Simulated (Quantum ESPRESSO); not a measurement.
Computed NMR tensors in MgSe

```
CELL_PARAMETERS angstrom
      0.00000     2.72550     2.72550
      2.72550     0.00000     2.72550
      2.72550     2.72550     0.00000
ATOMIC_POSITIONS crystal
  Mg 0.00000 0.00000 0.00000
  Se 0.50000 0.50000 0.50000
```
The cell was made here from an entry of the Crystallography Open Database (unchecked): atoms relaxed with PBE in the measured cell (PBE without dispersion, pw.x of a modified build of Quantum ESPRESSO, symmetry kept).  Stability against distortions was not tested.

Computed: shieldings by PBE GIPAW (Quantum ESPRESSO, JTH PAW datasets), 20 Ha, k-mesh 6×6×6 shifted, f-sum rule met within 0.011 %.

| site | site symmetry | σ_iso (ppm) |
|---|---|---|
| Mg (atom 1) | m-3m | 567 |
| Se (atom 2) | m-3m | 1834 |

These are absolute shieldings with no macroscopic susceptibility term; δ = σ_ref − σ needs a reference computed alike. By our sweeps, such settings leave a few ppm in absolute σ on light atoms and up to some 20 ppm from Zn on. No spin–orbit coupling; Se is the heaviest element present. No d partial waves on Mg, Se: the paramagnetic term there is incompletely reconstructed.
